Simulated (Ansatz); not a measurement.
## Fields on a plane of NaI (rock salt)

```
NaI
1.0
    0.00000     3.26452     3.26452
    3.26452     0.00000     3.26452
    3.26452     3.26452     0.00000
I Na
1 1
Cartesian
  0.00000   0.00000   0.00000
  3.26452   3.26452   3.26452
```

The slice is a {100} plane (indices of the conventional cell) through the point (0.000, 0.000, 0.000) (fractional), spanned by u = [100] and v = [0 1 -1] in vectors of this cell: u (4.62 Å) and v (4.62 Å, at 90° to u). It covers one period; positions are fractions (u, v).

Atoms on it: I at (0.00, 0.00); Na at (0.50, 0.50).

Computed with PBE (plane waves to 420 eV, PAW, scalar-relativistic; Ansatz, a quantum-chemistry and plane-wave program). k mesh 9×9×9. Inside the PAW spheres the values are not all-electron values, and peaks at nuclei hang on which shells count as valence. NaI was relaxed with its symmetry unable to fall. Spin-orbit coupling is left out, though I is heavy.

```
|xxxxxxx  =*%@@@@@@@@@%*=  xxxxxx|
|xxxxxxx  =#%@@@@@@@@@%#=  xxxxxx|
|xxxxxxx .+#%@@@@@@@@@%#+. xxxxxx|
|xxxxxx  -*#%%@@@%@@@%%#*-  xxxxx|
|xxxxx  .+*#%%%%%%%%%%%#*+.  xxxx|
|xxxx  .=*##%#########%##*=.  xxx|
|     .=+*####*******####*+=.    |
|   .-+**###**++===++**###**+-.  |
|-==+**####*+=--:::--=+*####**+==|
|**#######*+=:xxxxxxx:=+*#######*|
|%%%%%%%#*+=:xxxxxxxxx:=+*#%%%%%%|
|@@@@%%##*=:xxxxxxxxxxx:=*##%%@@@|
|@@@@@%#*+-xxxxxxxxxxxxx-+*#%@@@@|
|@@@@@%#*+-xxxxxxxxxxxxx-+*#%@@@@|
|@@@@@%#*=:xxxxxxxxxxxxx:=*#%@@@@|
|@@@@%%#*=:xxxxxxxxxxxxx:=*#%%@@@|
|@@@@@%#*=:xxxxxxxxxxxxx:=*#%@@@@|
|@@@@@%#*+-xxxxxxxxxxxxx-+*#%@@@@|
|@@@@@%#*+-xxxxxxxxxxxxx-+*#%@@@@|
|@@@@%%##*=:xxxxxxxxxxx:=*##%%@@@|
|%%%%%%%#*+=:xxxxxxxxx:=+*#%%%%%%|
|**#######*+=:xxxxxxx:=+*#######*|
|-==+**####*+=--:::--=+*####**+==|
|   .-+**###**++===++**###**+-.  |
|     .=+*####*******####*+=.    |
|xxxx  .=*##%#########%##*=.  xxx|
|xxxxx  .+*#%%%%%%%%%%%#*+.  xxxx|
|xxxxxx  -*#%%@@@%@@@%%#*-  xxxxx|
|xxxxxxx .+#%@@@@@@@@@%#+. xxxxxx|
|xxxxxxx  =#%@@@@@@@@@%#=  xxxxxx|
|xxxxxxx  =*%@@@@@@@@@%*=  xxxxxx|
|xxxxxxx  -*%@@@@@@@@@%*-  xxxxxx|
```
Scale: ten equal steps from -4.00 (start of ' ') to 4.10 (end of '@'), in the order ' .:-=+*#%@'. Values: electrostatic potential energy of an electron, from the cell's mean, in eV. The map has 32 points along u (one character each, u = 0 at the left) and 32 along v (v = 0 in the bottom row). Points within 1 Å of a nucleus are blanked (x), as the pseudised field means little there. Values under -4 eV are set to -4. The zero, the cell's mean, hangs on the PAW cores.

```
|99987654433211000001123344567899|
|99887554432211000001122344557889|
|88876554432211000001122344556788|
|77765544332210000000122334455677|
|66555444322110000000112234445556|
|55554443322110000000112233444555|
|44444433221100000000011223344444|
|44443332211100000000011122333444|
|33333222111111111111111112223333|
|33222221111112233322111111222223|
|22222111111123444443211111112222|
|11111110011234566654321100111111|
|11110000012346788876432100000111|
|00000000012457899987542100000000|
|00000000013468999998643100000000|
|00000000013468999998643100000000|
|00000000013468999998643100000000|
|00000000012457899987542100000000|
|11110000012346788876432100000111|
|11111110011234566654321100111111|
|22222111111123444443211111112222|
|33222221111112233322111111222223|
|33333222111111111111111112223333|
|44443332211100000000011122333444|
|44444433221100000000011223344444|
|55554443322110000000112233444555|
|66555444322110000000112234445556|
|77765544332210000000122334455677|
|88876554432211000001122344556788|
|99887554432211000001122344557889|
|99987654433211000001123344567899|
|99987654433211000001123344567899|
```
Scale: ten equal steps from -1.61 (start of '0') to 1.32 (end of '9'), in the order '0123456789'. Values: log₁₀ of the valence density in e/Å³. The map has 32 points along u (one character each, u = 0 at the left) and 32 along v (v = 0 in the bottom row). The scale is logarithmic, as a density can span decades between atoms and voids.

The density on the I–Na line (3.26 Å) at its density minimum, 2.0 Å from I comes out as 0.06 e/Å³. The ELF at that point is 0.02. ELF maximum in the middle third of the I–Na line: 0.80, 1.4 Å from I. Character of the I–Na contact (rough rule: ELF there above 0.7 covalent, below 0.2 ionic, polar between): closed-shell (ionic).
